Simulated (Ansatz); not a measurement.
Ge2Mo:
```xyz
3
Lattice="0.0000 3.0485 3.0485 3.0485 0.0000 3.0485 3.0485 3.0485 0.0000" Properties=species:S:1:pos:R:3 pbc="T T T"
Mo     0.0000     0.0000     0.0000
Ge     1.5243     1.5243     1.5243
Ge     4.5728     4.5728     4.5728
```

Relaxed with PBE. Special points in fractions of this cell's reciprocal vectors: Γ (0.000, 0.000, 0.000); X (0.500, 0.000, 0.500); U (0.625, 0.250, 0.625); K (0.375, 0.375, 0.750); L (0.500, 0.500, 0.500); W (0.500, 0.250, 0.750).

Q: List the band energies nearest the Fermi level at these points for DFT-PBE in the program Ansatz with PAW potentials.

A: In eV from the Fermi level; about four levels below and three above (degenerate sets whole), none deeper than 8.9 eV; points with the same levels are listed once.

| k | below | above |
|---|---|---|
| Γ | -3.94 -3.94 -3.94 -0.59 -0.59 | 3.66 3.66 3.66 |
| X | -2.67 -2.67 -0.96 -0.96 -0.27 | 0.07 3.12 5.61 |
| U | -3.20 -2.57 -1.44 -0.63 | 0.36 0.53 3.33 |
| L | -3.20 -3.20 -1.39 -0.24 -0.24 | 0.05 0.05 0.53 |
| W | -1.54 -1.54 -0.94 -0.01 | 1.07 4.03 4.03 |

Space group Fm-3m (fluorite or antifluorite type). The cell is a constructed one: a structure type filled with these elements; neither database checked (COD, Materials Project) lists it. COD files the formula under space group No. 62, so this cell is another polymorph or a model. Whether it is the stable phase at ambient conditions was not checked. Symmetry was held in the PBE relaxation; its stability against distortions is not shown here. The run is not spin-polarised. Spin–orbit coupling is left out wherever it is not named.

Potentials: the later of the program's two PAW sets.
